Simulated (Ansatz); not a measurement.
Ga (α-Ga), relaxed with PBE (Ansatz, a program for electronic structure, plane waves, PAW): a = 4.5805 Å, b = 7.7427 Å, c = 4.5833 Å, α = β = γ = 90.00°.

B₀ by P(V) fit (GPa): 48.1

### Question
The same phase is relaxed and computed with r²SCAN in the same code. What are the cell and these values now?

### Answer
a = 4.472 Å, b = 7.595 Å, c = 4.525 Å, α = 90.00°, β = 90.00°, γ = 90.00°.

- B₀ by P(V) fit (GPa): 62.5

All cells were relaxed under the symmetry of their starts (and spin orders); stability against distortions was not tested throughout. Scalar-relativistic: spin–orbit coupling is off unless named, which matters more the heavier the elements.

Potentials: the later of the program's two PAW sets.

Ansatz is a plane-wave DFT program.
